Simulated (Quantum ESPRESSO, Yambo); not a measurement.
**Levels of theory for the gap of CoP2**

CoP2 (space group P2_1/c, No. 14): one geometry, one set of norm-conserving LDA (Quantum ESPRESSO, 96 Ry, without SOC) orbitals, self-energies from Yambo (2×2×2 Γ-centred k mesh, bands 17 to 312 and a 8 Ry block in the screening, 312 bands in G with the Bruneval-Gonze terminator, plasmon pole fitted at 27.2 eV).

The geometry is that of Materials Project entry mp-14285, symmetrised and not relaxed again.

```csv
level,"gap (-0.5, 0, 0) → (-0.5, 0, 0) (eV)",rough Yambo cost
LDA (Quantum ESPRESSO),0.48,–
exchange only (Hartree-Fock self-energy on LDA orbitals),4.25,about 1/10 (14 states)
static COHSEX@LDA,1.56,within a factor of two (2 states)
"G0W0@LDA, plasmon pole",0.96,1 (14 states)
```

Bare exchange has no screening and gives the widest gap; static COHSEX screens it but leaves out the frequency dependence, which G0W0 restores. Among the k points computed, the smallest G0W0 gap is 0.90 eV, (-0.5, 0, 0) → Γ. All rows use the LDA edge points; in the exchange only run other k points give a smaller gap, 3.79 eV.

Costs are rough ratios of core time on shared machines.

Nearest settings tried, and what they do to the gap: 208 bands in G: -15 meV; 208 bands in W, 208 bands in G: -40 meV; 7 Ry block (331 vectors against 403): -15 meV. Not varied: mesh. So the settings aren't converged at that level. The k mesh is coarse.

The structure is a Materials Project entry; no match was found in the copy of COD used, and its stability was not checked.

The runs are not spin-polarised; magnetic order was not tried.
